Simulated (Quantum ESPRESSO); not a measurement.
pw.x input (Quantum ESPRESSO 7.5; PBEsol, PseudoDojo standard norm-conserving files, scalar-relativistic):

```
&CONTROL
  calculation = 'scf'
  pseudo_dir = './pseudo'
  outdir = './out'
  tprnfor = .true.
  tstress = .true.
/
&SYSTEM
  ibrav = 0
  nat = 2
  ntyp = 2
  ecutwfc = 84.0
  ecutrho = 336.0
  occupations = 'smearing'
  smearing = 'fd'
  degauss = 0.002
  nbnd = 17
/
&ELECTRONS
  conv_thr = 2e-10
/
ATOMIC_SPECIES
Mg 24.3050 Mg.upf
Te 127.6000 Te.upf
CELL_PARAMETERS angstrom
  0.000000000000   3.219291393000   3.219291393000
  3.219291393000   0.000000000000   3.219291393000
  3.219291393000   3.219291393000   0.000000000000
ATOMIC_POSITIONS crystal
Mg   0.000000000000   0.000000000000   0.000000000000
Te   0.250000000000   0.250000000000   0.250000000000
K_POINTS automatic
8 8 8 0 0 0
```

End of the output:

```
     total energy              =    -327.94770528 Ry
     estimated scf accuracy    <       0.00000012 Ry
     total energy              =    -327.94770535 Ry
     estimated scf accuracy    <          5.1E-09 Ry
     total energy              =    -327.94770535 Ry
     estimated scf accuracy    <          1.7E-09 Ry
[...]
     the Fermi energy is     5.0298 ev
!    total energy              =    -327.94770535 Ry
     estimated scf accuracy    <          9.2E-12 Ry
     smearing contrib. (-TS)   =      -0.00000000 Ry
     internal energy E=F+TS    =    -327.94770535 Ry
     The total energy is F=E-TS. E is the sum of the following terms:
     one-electron contribution =    -218.56091451 Ry
     hartree contribution      =     110.08116878 Ry
     xc contribution           =     -64.22789502 Ry
     ewald contribution        =    -155.24006459 Ry
     convergence has been achieved in   8 iterations
     Forces acting on atoms (cartesian axes, Ry/au):
     atom    1 type  1   force =    -0.00000000   -0.00000000   -0.00000000
     atom    2 type  2   force =     0.00000000    0.00000000    0.00000000
     Total force =     0.000000     Total SCF correction =     0.000000
     Computing stress (Cartesian axis) and pressure
          total   stress  (Ry/bohr**3)                   (kbar)     P=       -0.11
  -0.00000074   0.00000000   0.00000000           -0.11        0.00        0.00
   0.00000000  -0.00000074   0.00000000            0.00       -0.11        0.00
   0.00000000   0.00000000  -0.00000074            0.00        0.00       -0.11
```
In a gapped system the printed Fermi energy is only some level inside the gap.

Spin-orbit coupling is not included.

Geometry relaxed with PBEsol.
